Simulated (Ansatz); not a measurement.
The relaxed structure here is a generated cell of AlRu: the first start was made by placing the elements on the sites of a structure type, and the end was not matched to a known phase here, so it may be hypothetical.

The end point of a relaxation of AlRu. Space group R-3m (No. 166), AFLOW prototype AB_hR2_166_a_b (L1_1, as in CuPt). All values below come from PBEsol (plane waves to 420 eV, PAW, scalar-relativistic; Ansatz, a program for electronic structure).

```cif
data_AlRu
_chemical_formula_sum 'Al1 Ru1'
_space_group_name_H-M_alt 'P 1'
_space_group_IT_number 1
_cell_length_a 4.27234
_cell_length_b 4.27234
_cell_length_c 4.27234
_cell_angle_alpha 38.820
_cell_angle_beta 38.820
_cell_angle_gamma 38.820
loop_
_space_group_symop_operation_xyz
  'x, y, z'
loop_
_atom_site_label
_atom_site_type_symbol
_atom_site_fract_x
_atom_site_fract_y
_atom_site_fract_z
_atom_site_occupancy
Al1 Al 0.00000 0.00000 0.00000 1
Ru1 Ru 0.50000 0.50000 0.50000 1
```

For AlRu, the volume per atom comes out as 13.77 Å³ and the band gap is zero (metallic). The shortest distances is Al–Ru 2.56 Å; Al–Al 2.84 Å; Ru–Ru 2.84 Å. The k-mesh comes out as 19×19×19.

No spin polarisation in the result.

The run could not lose the symmetry of its start: the end is stationary, and may be a saddle point rather than a minimum.

All atoms sit on sites fixed by symmetry, so only the cell could relax.
